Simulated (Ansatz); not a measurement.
With PBEsol in the plane-wave PAW code Ansatz, AlP in the hexagonal phase (P6_422; Al on 3c, P on 3d) relaxes to a = 3.821 Å, c = 8.633 Å. Against the elements it lies at -404 meV/atom, with no fitted shifts.

The Kohn–Sham gap is 0.84 eV (indirect). The valence maximum lies at Γ and the conduction minimum at M (3 equivalent valleys). HSE06 on the same cell gives 1.57 eV. The electron mass is 0.14, 0.40, 1.5 mₑ (principal values). The hole mass is 0.15, 8.0, 8.0 mₑ (principal values).

An equation-of-state fit gives a bulk modulus of 95.7 GPa. The elastic constants imply a Debye temperature near 552 K. Perturbation theory gives ε∞ = 12.6 (xx = yy), 14.0 (zz). Letting the ions move raises it to ε0 = 21.8 (xx = yy), 18.0 (zz). Born charges are Al +2.70, P -2.70 e. Without the LO–TO term the highest mode at Γ lies at 468 cm⁻¹.

The start of the workflow was typed in or built on a structure type; neither database checked (COD, Materials Project) lists it. It is not the phase usual at ambient conditions (space group No. 216). The PBEsol relaxation kept the symmetry of its start; whether a distortion lowers the energy is not shown. Point labels and valley counts follow the cell and symmetry of the run, lower than the named group. The references are the lowest solids computed at this level, not always the standard phases.

Potentials: the earlier of the program's two PAW sets. The files were generated under PBE; for other functionals the program regenerates the frozen cores, and for LDA and PBEsol the local potential too.
